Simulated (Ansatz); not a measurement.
In₂Si₂O₇:
Space group C2/m (No. 12); a = 6.566 Å, b = 8.557 Å, c = 4.686 Å, α = γ = 90.00°, β = 102.52°

```csv
atom,site,symmetry,x,y,z
In,4g,2,0.0000,0.3071,0.0000
Si,4i,m,0.2228,0.0000,0.4106
O,8j,1,0.2365,0.1574,0.2192
O,2c,2/m,0.5000,0.5000,0.5000
O,4i,m,0.1070,0.5000,0.2817
```
(The calculation used a cell of 11 atoms; values per cell refer to that cell.)

Relaxed with LDA.

### Question
Give the optical modes at the zone centre with their infrared activity from DFPT, the program Ansatz at the LDA level (PAW).

### Answer
Transverse frequencies, without the LO–TO term; a row sums one degenerate level.

```
ω (cm⁻¹)  degeneracy  IR ((D/Å)²/amu)     activity  symmetry
--------  ----------  ---------------  -----------  --------
111                1             0.00  IR-inactive        Bg
133                1             2.77           IR        Bu
137                1             2.23           IR        Au
174                1             0.00  IR-inactive        Ag
175                1             0.00  IR-inactive        Bg
188                1             0.00  IR-inactive        Bg
205                1             2.44           IR        Au
211                1             7.85           IR        Bu
263                1            11.22           IR        Bu
306                1             0.00  IR-inactive        Ag
336                1             5.53           IR        Bu
358                1             0.00  IR-inactive        Ag
364                1             5.05           IR        Au
390                1             0.00  IR-inactive        Bg
442                1             0.00  IR-inactive        Ag
451                1             0.00  IR-inactive        Bg
453                1             2.23           IR        Bu
468                1             0.00  IR-inactive        Ag
476                1             5.97           IR        Au
510                1            25.76           IR        Bu
517                1             0.00  IR-inactive        Bg
564                1             4.63           IR        Au
668                1             0.00  IR-inactive        Ag
832                1             9.90           IR        Bu
872                1            43.62           IR        Au
908                1            48.89           IR        Bu
925                1             0.00  IR-inactive        Ag
938                1             0.00  IR-inactive        Bg
954                1             0.00  IR-inactive        Ag
1148               1            25.02           IR        Bu
```

### Question
How high does the top mode go among those that the LO–TO term moves?

### Answer
1202 cm⁻¹ for q along x, 999 cm⁻¹ for q along y, 1160 cm⁻¹ for q along z.

The first step of the workflow began from a Materials Project structure, measured or hypothetical; the Crystallography Open Database files this formula in space group No. 12, but the cells were not matched. Whether it is the stable phase at ambient conditions was not checked. The LDA relaxation kept the symmetry of its start; phonons on a q-mesh show no instability.

Potentials: the later of the program's two PAW sets.
